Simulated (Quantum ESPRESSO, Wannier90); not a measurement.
# ZnS (zinc blende), plane waves to Wannier functions

Materials Project entry mp-10695; symmetrised, unrelaxed at this level. COD (Crystallography Open Database) has the formula in 4 space groups, this one among them (matched by group alone). Method: PBEsol plane waves in Quantum ESPRESSO 7.5 (PseudoDojo norm-conserving files, 68 Ry, no spin polarisation, no spin-orbit coupling), Bloch states on a 10×10×10 mesh through Γ, Wannier90 4.0.1. Density: 10×10×10 mesh, cold smearing 0.01 Ry.

On the energy scale of pw.x, whose zero is arbitrary, the valence-band maximum lies at 7.34 eV.

Input w.win:

```
num_bands = 1
num_wann = 1
exclude_bands = 2-26
num_iter = 1000
conv_tol = 1.0e-6
conv_window = 4
write_hr = true
write_u_matrices = true
auto_projections = true
begin unit_cell_cart
ang
    0.0000000000    2.6936850000    2.6936850000
    2.6936850000    0.0000000000    2.6936850000
    2.6936850000    2.6936850000    0.0000000000
end unit_cell_cart
begin atoms_frac
Zn   0.0000000000  0.0000000000  0.0000000000
S   -0.2500000000 -0.2500000000 -0.2500000000
end atoms_frac
mp_grid = 10 10 10
begin kpoints
0.0000000000 0.0000000000 0.0000000000
0.0000000000 0.0000000000 0.1000000000
0.0000000000 0.0000000000 0.2000000000
... (997 more lines: the 10x10x10 mesh through Gamma)
end kpoints
```

Input of pw2wannier90.x that gives the overlap and projection files (equivalent; here they were cut from one run over all bands):

```
&inputpp
  outdir = './out'
  prefix = 'pwscf'
  seedname = 'w'
  write_amn = .true.
  write_mmn = .true.
  atom_proj = .true.
  atom_proj_exclude = 2 3 4 5 6 7 8 9 10 11 12 13 14
/
```

Output w.wout (banner and timings cut):

```
                                    ------
                                    SYSTEM
                                    ------

                              Lattice Vectors (Ang)
                    a_1     0.000000   2.693685   2.693685
                    a_2     2.693685   0.000000   2.693685
                    a_3     2.693685   2.693685   0.000000

                   Unit Cell Volume:      39.09043  (Ang^3)

                        Reciprocal-Space Vectors (Ang^-1)
                    b_1    -1.166281   1.166281   1.166281
                    b_2     1.166281  -1.166281   1.166281
                    b_3     1.166281   1.166281  -1.166281

 *----------------------------------------------------------------------------*
 |   Site       Fractional Coordinate          Cartesian Coordinate (Ang)     |
 +----------------------------------------------------------------------------+
 | zn   1   0.00000   0.00000   0.00000   |    0.00000   0.00000   0.00000    |
 | s    1  -0.25000  -0.25000  -0.25000   |   -1.34684  -1.34684  -1.34684    |
 *----------------------------------------------------------------------------*
                                ------------
                                K-POINT GRID
                                ------------

             Grid size = 10 x 10 x 10      Total points = 1000

 *---------------------------------- MAIN ------------------------------------*
 |  Number of Wannier Functions               :                 1             |
 |  Number of Objective Wannier Functions     :                 1             |
 |  Number of input Bloch states              :                 1             |
 |  Output verbosity (1=low, 5=high)          :                 1             |
 |  Timing Level (1=low, 5=high)              :                 1             |
 |  Optimisation (0=memory, 3=speed)          :                 3             |
 |  Length Unit                               :               Ang             |
 |  Post-processing setup (write *.nnkp)      :                 F             |
 |  Using Gamma-only branch of algorithms     :                 F             |
 *----------------------------------------------------------------------------*
 *------------------------------- WANNIERISE ---------------------------------*
 |  Total number of iterations                :              1000             |
 |  Number of CG steps before reset           :                 5             |
 |  Trial step length for line search         :             2.000             |
 |  Convergence tolerence                     :         0.100E-05             |
 |  Convergence window                        :                 4             |
 |  Iterations between writing output         :                 1             |
 |  Iterations between backing up to disk     :               100             |
 |  Write r^2_nm to file                      :                 F             |
 |  Write xyz WF centres to file              :                 F             |
 |  Write on-site energies <0n|H|0n> to file  :                 F             |
 |  Use guiding centre to control phases      :                 F             |
 |  Use phases for initial projections        :                 F             |
 *----------------------------------------------------------------------------*
 *-------------------------------- PLOTTING ----------------------------------*
 |  Plotting Hamiltonian in WF basis          :                 T             |
 *----------------------------------------------------------------------------*

       ... (k-mesh section left out)

 Starting a new Wannier90 calculation ...

 Reading overlaps from w.mmn

 Reading projections from w.amn

 *------------------------------- WANNIERISE ---------------------------------*
 +--------------------------------------------------------------------+<-- CONV
 | Iter  Delta Spread     RMS Gradient      Spread (Ang^2)            |<-- CONV
 +--------------------------------------------------------------------+<-- CONV

 ------------------------------------------------------------------------------
 Initial State
  WF centre and spread    1  ( -0.000000,  0.000000,  0.000000 )     0.13848192
  Sum of centres and spreads ( -0.000000,  0.000000,  0.000000 )     0.13848192

      0     0.138E+00     0.0000000000        0.1384819165  <-- CONV
        O_D=      0.0000000 O_OD=      0.0000000 O_TOT=      0.1384819 <-- SPRD
 ------------------------------------------------------------------------------
      1     0.000E+00     0.0000000019        0.1384819165  <-- CONV
        O_D=      0.0000000 O_OD=      0.0000000 O_TOT=      0.1384819 <-- SPRD
      2     0.000E+00     0.0000000019        0.1384819165  <-- CONV
        O_D=      0.0000000 O_OD=      0.0000000 O_TOT=      0.1384819 <-- SPRD
      3     0.000E+00     0.0000000019        0.1384819165  <-- CONV
        O_D=      0.0000000 O_OD=      0.0000000 O_TOT=      0.1384819 <-- SPRD
      4     0.000E+00     0.0000000019        0.1384819165  <-- CONV
        O_D=      0.0000000 O_OD=      0.0000000 O_TOT=      0.1384819 <-- SPRD
             <<<     Delta < 1.000E-06  over  4 iterations     >>>
             <<< Wannierisation convergence criteria satisfied >>>
 Final State
  WF centre and spread    1  ( -0.000000,  0.000000,  0.000000 )     0.13848192
  Sum of centres and spreads ( -0.000000,  0.000000,  0.000000 )     0.13848192

         Spreads (Ang^2)       Omega I      =     0.138481917
        ================       Omega D      =     0.000000000
                               Omega OD     =     0.000000000
    Final Spread (Ang^2)       Omega Total  =     0.138481917
```
